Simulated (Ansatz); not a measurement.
ScSiO:
```cif
data_O2Sc2Si2
_chemical_formula_sum 'Sc2 Si2 O2'
_space_group_name_H-M_alt 'P4/nmm :1'
_space_group_IT_number 129
_space_group_name_Hall 'P 4ab 2ab -1ab'
_cell_length_a 3.23192
_cell_length_b 3.23192
_cell_length_c 7.44911
_cell_angle_alpha 90.000
_cell_angle_beta 90.000
_cell_angle_gamma 90.000
loop_
_space_group_symop_operation_xyz
  'x, y, z'
  '-y+1/2, x+1/2, z'
  '-x, -y, z'
  'y+1/2, -x+1/2, z'
  'x+1/2, -y+1/2, -z'
  '-y, -x, -z'
  '-x+1/2, y+1/2, -z'
  'y, x, -z'
  '-x+1/2, -y+1/2, -z'
  'y, -x, -z'
  'x+1/2, y+1/2, -z'
  '-y, x, -z'
  '-x, y, z'
  'y+1/2, x+1/2, z'
  'x, -y, z'
  '-y+1/2, -x+1/2, z'
loop_
_atom_site_label
_atom_site_type_symbol
_atom_site_symmetry_multiplicity
_atom_site_Wyckoff_symbol
_atom_site_fract_x
_atom_site_fract_y
_atom_site_fract_z
_atom_site_occupancy
Sc1 Sc 2 c 0.50000 0.00000 0.33367 1
Si1 Si 2 a 0.00000 0.00000 0.00000 1
O1 O 2 c 0.00000 0.50000 0.38806 1
```

Relaxed at zero pressure with plane-wave PAW PBEsol (Ansatz code).

**Question.** The volume is raised by 9 % and shape and atoms relax at that volume. What pressure results, and how do the axes share the change?

**Answer.** -9.5 GPa; a 2.6 %, b 2.6 %, c 3.5 %; the energy rises by 38 meV/atom.

**Question.** Give the new structure.

**Answer.** 
Space group P4/nmm, origin choice 1 (No. 129); a = 3.3160 Å, b = 3.3160 Å, c = 7.7130 Å, α = 90.00°, β = 90.00°, γ = 90.00°

```tsv
atom	site	symmetry	x	y	z
Sc	2c	4mm	0.5000	0.0000	0.3387
Si	2a	-4m2	0.0000	0.0000	0.0000
O	2c	4mm	0.0000	0.5000	0.3927
```

The phase is kept; no other phase was compared at this pressure.

The start of the workflow was typed in or built on a structure type; neither database checked (COD, Materials Project) lists it. Whether it is the stable phase at ambient conditions was not checked. The PBEsol relaxation kept the symmetry of its start; phonons show weakly imaginary modes. No spin polarisation was allowed.

Potentials: the earlier of the program's two PAW sets. The files were generated under PBE; for other functionals the program regenerates the frozen cores, and for LDA and PBEsol the local potential too.
